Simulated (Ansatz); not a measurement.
Question: Bi (A7 (α-As type), space group No. 166) is relaxed with plane-wave PAW r²SCAN (Ansatz code). What lattice parameters of the conventional cell result?

Answer: a = 4.535 Å, c = 12.372 Å.

Question: Give the free coordinates with the occupied sites.

Answer: In one choice of origin and axes:

```csv
atom,site,symmetry,x,y,z
Bi,6c,3m,0.0000,0.0000,0.2316
```

Space group R-3m (A7 (α-As type)). Symmetry was held in the r²SCAN relaxation; of distortions, only those at the zone centre were tested. Axis ratios of metals converge slowly with the k-mesh, so a and c are less sure than the volume. Spin–orbit coupling is left out wherever it is not named.

Potentials: the earlier of the program's two PAW sets.
